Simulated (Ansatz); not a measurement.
Relaxed PbTe (rock salt):

```yaml
crystal:
  lattice:
    - [0.00000, 3.28451, 3.28451]
    - [3.28451, 0.00000, 3.28451]
    - [3.28451, 3.28451, 0.00000]
  atoms:
    - { symbol: Te, position: [0.00000, 0.00000, 0.00000] }
    - { symbol: Pb, position: [0.50000, 0.50000, 0.50000] }
```

All values below come from PBE (plane waves to 420 eV, PAW, scalar-relativistic; Ansatz, an electronic-structure program). k mesh 7×7×7 (Γ-centred), Fermi-Dirac smearing 0.05 eV. PbTe was relaxed with its symmetry unable to fall. Spin-orbit coupling is left out, though Pb and Te are heavy.

One atom of the cell was then moved (with its periodic images), all else fixed, and the forces (eV/Å) came out as:

| atom | Fx | Fy | Fz |
|---|---|---|---|
| Te1 | -0.267 | 0.000 | 0.000 |
| Pb2 | 0.267 | 0.000 | 0.000 |

With two atoms only their relative shift counts; take Te1 as fixed.

Which atom was moved, and by which vector (Å)?

Pb2, by (-0.26, 0.00, 0.00), 0.26 Å in all.

(For displaced atoms, the force is minus the slope of the energy, and its curvature is a force constant, which sets phonon frequencies.)
